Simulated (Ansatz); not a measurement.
AlGa2, before and after

The cell of AlGa2 is invented: random cell by space group and Wyckoff sites (P6/mmm, No. 191). The dimensions are guesses.

start.cif

```cif
data_structure
_symmetry_space_group_name_H-M 'P6/mmm'
_symmetry_Int_Tables_number 191
_cell_length_a 4.3654
_cell_length_b 4.3654
_cell_length_c 3.1398
_cell_angle_alpha 90.000
_cell_angle_beta 90.000
_cell_angle_gamma 120.000
_cell_volume 51.82
loop_
_atom_site_label
_atom_site_type_symbol
_atom_site_symmetry_multiplicity
_atom_site_Wyckoff_symbol
_atom_site_fract_x
_atom_site_fract_y
_atom_site_fract_z
_atom_site_occupancy
Al1 Al 1 b 0.00000 0.00000 0.50000 1
Ga1 Ga 2 c 0.33333 0.66667 0.00000 1
```

Computed with Ansatz 0.2.0, DFT PBE, scalar-relativistic, plane waves, PAW. Cutoff 420 eV, Gaussian smearing, Γ-centred meshes. Cell and atoms relax first on a coarse mesh and then on a finer one. In between, the cell is made exact in the group found at 0.06 Å. In metals the finer mesh still leaves noise of several meV/atom or more. The steps can't lower the symmetry of their start. No spin polarisation.

end.cif

```cif
data_structure
_symmetry_space_group_name_H-M 'P6/mmm'
_symmetry_Int_Tables_number 191
_cell_length_a 4.7667
_cell_length_b 4.7667
_cell_length_c 2.7740
_cell_angle_alpha 90.000
_cell_angle_beta 90.000
_cell_angle_gamma 120.000
_cell_volume 54.59
loop_
_atom_site_label
_atom_site_type_symbol
_atom_site_symmetry_multiplicity
_atom_site_Wyckoff_symbol
_atom_site_fract_x
_atom_site_fract_y
_atom_site_fract_z
_atom_site_occupancy
Al1 Al 1 b 0.00000 0.00000 0.50000 1
Ga1 Ga 2 c 0.33333 0.66667 0.00000 1
```

The symmetry stays P6/mmm (No. 191). The volume per atom grows by 5.3 %, from 17.3 to 18.2 Å³. The shortest distance goes from 2.52 Å (Ga–Ga) to 2.75 Å (Ga–Ga). The ratio c/a of the conventional cell changes by a factor of 0.81.

| Property | Result |
| --- | --- |
| Volume per atom | 18.20 Å³ |
| Density | 5.06 g/cm³ |
| Energy over the elements | +0.08 eV/atom |
| Gap on the 12×12×16 mesh of the 3-atom cell | 0 eV (a metal) |

Formation energies are uncorrected and refer to the elements' standard structures at the same level. A positive value: parting into the elements would lower its energy.

The last run used Gaussian smearing of 0.10 eV. A structure relaxed within its symmetry needn't be a true minimum. In all, the 3 runs took 110 s on 1 thread of AMD EPYC 7R43 64-Core Processor (Zen 3), with other jobs on the host. Another cell of AlGa2 relaxed alike, in P6_3/mmc, lies 73 meV/atom lower, so this cell isn't the stable form at this level.
